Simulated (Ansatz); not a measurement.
PW:
```
CELL_PARAMETERS angstrom
      5.73873     0.00000     0.00000
      0.00000     3.26648     0.00000
      0.00000     0.00000     6.20525
ATOMIC_POSITIONS crystal
  P  0.31480 0.75000 0.56736
  P  0.68520 0.25000 0.43264
  P  0.18520 0.25000 0.06736
  P  0.81480 0.75000 0.93264
  W  0.98596 0.75000 0.31266
  W  0.01404 0.25000 0.68734
  W  0.51404 0.25000 0.81266
  W  0.48596 0.75000 0.18734
```

Relaxed with r²SCAN. Special points in fractions of this cell's reciprocal vectors: Γ (0.000, 0.000, 0.000); X (0.500, 0.000, 0.000); S (0.500, 0.500, 0.000); Y (0.000, 0.500, 0.000); Z (0.000, 0.000, 0.500); U (0.500, 0.000, 0.500); R (0.500, 0.500, 0.500); T (0.000, 0.500, 0.500).

### Question
List the band energies nearest the Fermi level at these points for r²SCAN (plane waves, PAW; program Ansatz).

### Answer
In eV from the Fermi level; about four levels below and three above (degenerate sets whole), none deeper than 8.9 eV; points with the same levels are listed once.

```json
[
 {"k": "Γ", "below": "-0.97 -0.93 -0.82 -0.58", "above": "0.49 0.78 1.18"},
 {"k": "X", "below": "-1.25 -1.25 -0.73 -0.73", "above": "0.53 0.53 1.44 1.44"},
 {"k": "S", "below": "-2.77 -2.77 -2.77 -2.77", "above": "1.01 1.01 1.01 1.01"},
 {"k": "Y", "below": "-0.39 -0.39 -0.02 -0.02", "above": "2.10 2.10 2.70 2.70"},
 {"k": "Z", "below": "-1.79 -1.79 -1.56 -1.56", "above": "0.19 0.19 0.85 0.85"},
 {"k": "U", "below": "-1.50 -1.50 -1.04 -1.04", "above": "0.38 0.38 0.76 0.76"},
 {"k": "R", "below": "-2.28 -2.28 -2.28 -2.28", "above": "0.42 0.42 0.42 0.42"},
 {"k": "T", "below": "-1.98 -1.98 -0.41 -0.41", "above": "0.55 0.55 2.23 2.23"}
]
```

Space group Pnma. The first step of the workflow began from a Materials Project structure, measured or hypothetical; the Crystallography Open Database files this formula in space group No. 62, but the cells were not matched. Its standing as an ambient phase is unchecked. Symmetry was held in the r²SCAN relaxation; its stability against distortions is not shown here. The run is not spin-polarised. Spin–orbit coupling is left out wherever it is not named.

Potentials: the later of the program's two PAW sets.
